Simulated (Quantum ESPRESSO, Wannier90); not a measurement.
**ZrN (rock salt): Wannier90 run**

```
begin unit_cell_cart
ang
    0.0000000000    2.2942650000    2.2942650000
    2.2942650000    0.0000000000    2.2942650000
    2.2942650000    2.2942650000    0.0000000000
end unit_cell_cart
begin atoms_frac
Zr   0.5000000000  0.5000000000  0.5000000000
N    0.0000000000  0.0000000000  0.0000000000
end atoms_frac
```

Cell from Materials Project (mp-1352), symmetrised, no further relaxation. COD (Crystallography Open Database) has an entry of this formula and space group (matched by these alone). Computed values, not measurements, from PBEsol: Quantum ESPRESSO (norm-conserving PseudoDojo potentials, cutoff 68 Ry, spinors with spin-orbit coupling) on a Γ-centred 8×8×8 mesh, then Wannier90. Density: 12×12×12 mesh, cold smearing 0.01 Ry.

Bands 9-10 form an isolated set from -16.16 to -13.92 eV relative to the Fermi level (on the path) and are turned into 2 Wannier functions by minimising the spread from the start: atomic waves N 2s.

Centres (Cartesian, Å; one of the equivalent choices) and spreads:

```tsv
n	x	y	z	spread (Å²)	nearest atom
1	0.000	0.000	0.000	1.149	N2
2	0.000	0.000	0.000	1.149	N2
```

Ω_I = 2.30 Å², Ω_total = 2.30 Å²; the interpolated bands follow pw.x to 0.1 meV rms on the path. Only this start was tried; a symmetric start can stop on a saddle, and mixtures of these functions could lower the total by at most Ω_total − Ω_I.
